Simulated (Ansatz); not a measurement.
## Zone-centre modes in TaO3

Theory: Ansatz 0.2.0, DFT r2SCAN, scalar-relativistic, plane waves, PAW. Settings: plane waves to 500 eV, k-mesh 12×12×12 (Γ-centred), Gaussian smearing 0.15 eV. Spin–orbit coupling is left out, which matters for the heavy elements here. Collinear spins, started from moments 0.0, 0.4, 0.4, 0.4 μB in atom order; the magnetic state may not be the lowest.

Reference structure (relaxed at this level; it needn't be the usual structure):

```yaml
crystal:
  lattice:
    - [3.92764, 0.00000, 0.00000]
    - [0.00000, 3.92764, 0.00000]
    - [0.00000, 0.00000, 3.92764]
  atoms:
    - { symbol: Ta, position: [0.50000, 0.50000, 0.50000] }
    - { symbol: O, position: [0.00000, 0.50000, 0.50000] }
    - { symbol: O, position: [0.50000, 0.50000, 0.00000] }
    - { symbol: O, position: [0.50000, 0.00000, 0.50000] }
```

Harmonic modes by finite displacements of 0.02 Å, without the LO–TO term.

Question: At this geometry, is the structure stable against these modes?

Answer: Yes: no mode is imaginary beyond 10 cm⁻¹, and only the three translations lie near zero.

Question: List the wavenumbers in cm⁻¹.

Answer: 0, 0, 0, 151, 151, 151, 200, 200, 200, 546, 546, 546.

Cost: 1 run of about 5.8 core-minutes, on AMD EPYC 7R43 (Zen 3) (shared hosts).